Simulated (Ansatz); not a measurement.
This cell of WSe2 (2H-MoS2 type, space group P6_3/mmc) is off equilibrium:

```yaml
crystal:
  lattice:
    - [3.27818, 0.00000, 0.00000]
    - [-1.63909, 2.83898, 0.00000]
    - [0.00000, 0.00000, 13.32606]
  atoms:
    - { symbol: W, position: [0.33333, 0.66667, 0.25000] }
    - { symbol: W, position: [0.66667, 0.33333, 0.75000] }
    - { symbol: Se, position: [0.33333, 0.66667, 0.62336] }
    - { symbol: Se, position: [0.66667, 0.33333, 0.12336] }
    - { symbol: Se, position: [0.66667, 0.33333, 0.37664] }
    - { symbol: Se, position: [0.33333, 0.66667, 0.87664] }
```

Calculation: r2SCAN+rVV10 (plane waves to 500 eV, PAW, scalar-relativistic; Ansatz, a program for electronic structure). k mesh 11×11×3 (Γ-centred), Fermi-Dirac smearing 0.05 eV. Energies are smeared free energies. Stress and pressure are positive under compression. As the atoms are clamped, bonds stretch with the cell, which overstates energies and stresses. Spin-orbit coupling is left out, though W is heavy. WSe2 is run without spin polarisation. WSe2 was relaxed with its symmetry unable to fall.

**Question.** What is the stress tensor (GPa)?

**Answer.** 
```
    0.8      0.0      0.0
    0.0      0.8      0.0
    0.0      0.0     -2.4
```
The pressure, a third of the trace, is -0.3 GPa.

**Question.** It is the relaxed cell deformed to V/V₀ = 1.000, (c/a)/(c/a)₀ = 1.020, c along z, fractional positions held. What is its energy relative to the relaxed cell?

**Answer.** 2.7 meV/atom.

(Under strain, the slope of the energy per volume gives the stress and its curvature an elastic modulus.)
